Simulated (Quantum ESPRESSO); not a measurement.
**Band energies of CsLiMoO₄**

```
CsLiMoO4
1.0
    0.00000     4.19603     4.19603
    4.19603     0.00000     4.19603
    4.19603     4.19603     0.00000
Li O Mo Cs
1 4 1 1
Cartesian
  4.19603   4.19603   4.19603
  3.11522   3.11522   5.27684
  5.27684   5.27684   5.27684
  5.27684   3.11522   3.11522
  3.11522   5.27684   3.11522
  6.29405   6.29405   6.29405
  2.09802   2.09802   2.09802
```

norm-conserving LDA (Quantum ESPRESSO, 84 Ry, scalar-relativistic); path ΓXWKΓLUWLK,UX; energies in eV from the valence-band maximum.

| k (1/Å) | point | band 21 | band 22 | band 23 | band 24 | band 25 | band 26 | band 27 | band 28 |
|---|---|---|---|---|---|---|---|---|---|
| 0.00 | Γ | -1.29 | -1.29 | -0.01 | -0.01 | -0.01 | 4.49 | 4.63 | 4.63 |
| 0.37 |  | -0.95 | -0.95 | -0.25 | -0.11 | -0.11 | 4.53 | 4.85 | 5.38 |
| 0.75 | X | -0.51 | -0.51 | -0.49 | -0.36 | -0.36 | 4.43 | 5.07 | 5.95 |
| 0.75 | W | -0.91 | -0.59 | -0.38 | -0.32 | -0.31 | 4.57 | 4.97 | 5.83 |
| 1.01 | K | -0.78 | -0.64 | -0.38 | -0.34 | -0.27 | 4.56 | 4.98 | 5.85 |
| 1.41 |  | -1.08 | -0.91 | -0.32 | -0.13 | -0.08 | 4.72 | 4.74 | 5.43 |
| 1.81 | Γ | -1.29 | -1.29 | -0.01 | -0.01 | -0.01 | 4.49 | 4.63 | 4.63 |
| 2.13 |  | -1.15 | -1.07 | -0.19 | -0.19 | 0.00 | 4.72 | 4.72 | 5.14 |
| 2.46 | L | -0.91 | -0.84 | -0.48 | -0.48 | 0.00 | 4.81 | 4.81 | 5.75 |
| 2.69 |  | -0.89 | -0.78 | -0.43 | -0.43 | -0.09 | 4.71 | 4.87 | 5.79 |
| 2.91 | U | -0.78 | -0.64 | -0.38 | -0.34 | -0.27 | 4.56 | 4.98 | 5.85 |
| 2.91 | W | -0.91 | -0.59 | -0.38 | -0.32 | -0.31 | 4.57 | 4.97 | 5.83 |
| 3.18 |  | -0.91 | -0.76 | -0.42 | -0.41 | -0.11 | 4.68 | 4.88 | 5.80 |
| 3.44 | L | -0.91 | -0.84 | -0.48 | -0.48 | 0.00 | 4.81 | 4.81 | 5.75 |
| 3.67 |  | -0.89 | -0.78 | -0.43 | -0.43 | -0.09 | 4.71 | 4.87 | 5.79 |
| 3.90 | K | -0.78 | -0.64 | -0.38 | -0.34 | -0.27 | 4.56 | 4.98 | 5.85 |
| 3.90 | U | -0.78 | -0.64 | -0.38 | -0.34 | -0.27 | 4.56 | 4.98 | 5.85 |
| 4.17 | X | -0.51 | -0.51 | -0.49 | -0.36 | -0.36 | 4.43 | 5.07 | 5.95 |

The LDA gap is indirect, 4.43 eV, from L to X; the smallest direct gap is 4.49 eV. Another valence extremum on the path lies within 0.02 eV, too close to call.

Spin-orbit splittings are left out.

Geometry of the Materials Project entry, not relaxed at this level.

The structure is a Materials Project entry; no match was found in the copy of COD used, and its stability was not checked.
